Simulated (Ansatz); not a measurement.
Hf₃Si₂:
```
Hf3Si2
1.0
    6.99467     0.00000     0.00000
    0.00000     6.99467     0.00000
    0.00000     0.00000     3.66793
Hf Si
6 4
Direct
  0.67309   0.82691   0.50000
  0.32691   0.17309   0.50000
  0.17309   0.67309   0.50000
  0.82691   0.32691   0.50000
  0.50000   0.50000   0.00000
  0.00000   0.00000   0.00000
  0.62370   0.12370   0.00000
  0.37630   0.87630   0.00000
  0.87630   0.62370   0.00000
  0.12370   0.37630   0.00000
```

Relaxed with r²SCAN. Special points in fractions of this cell's reciprocal vectors: Γ (0.000, 0.000, 0.000); X (0.000, 0.500, 0.000); M (0.500, 0.500, 0.000); Z (0.000, 0.000, 0.500); R (0.000, 0.500, 0.500); A (0.500, 0.500, 0.500).

Problem. List the band energies nearest the Fermi level at these points for r²SCAN in the plane-wave PAW code Ansatz.

Solution. In eV from the Fermi level; about four levels below and three above (degenerate sets whole), none deeper than 8.9 eV; points with the same levels are listed once.

```csv
k,below,above
Γ,-0.55 -0.55 -0.36 -0.27 -0.20,1.15 1.25 1.66 1.66
X,-1.42 -1.42 -0.38 -0.38,0.61 0.61 1.02 1.02
M,-0.34 -0.34 -0.04 -0.04,0.26 0.26 1.47 1.47
Z,-2.04 -1.36 -1.36 -0.81,0.02 0.21 0.24 0.24
R,-0.45 -0.45 -0.16 -0.16,2.16 2.16 3.02 3.02
A,-0.65 -0.65 -0.63 -0.63,2.31 2.31 3.92 3.92
```

Space group P4/mbm. The workflow started from a Materials Project entry (that database holds measured and hypothetical structures alike); the Crystallography Open Database copy checked does not list it. Its standing as an ambient phase is unchecked. The r²SCAN relaxation kept the symmetry of its start; whether a distortion lowers the energy is not shown. The run is not spin-polarised. Spin–orbit coupling is left out wherever it is not named.

Potentials: the later of the program's two PAW sets.
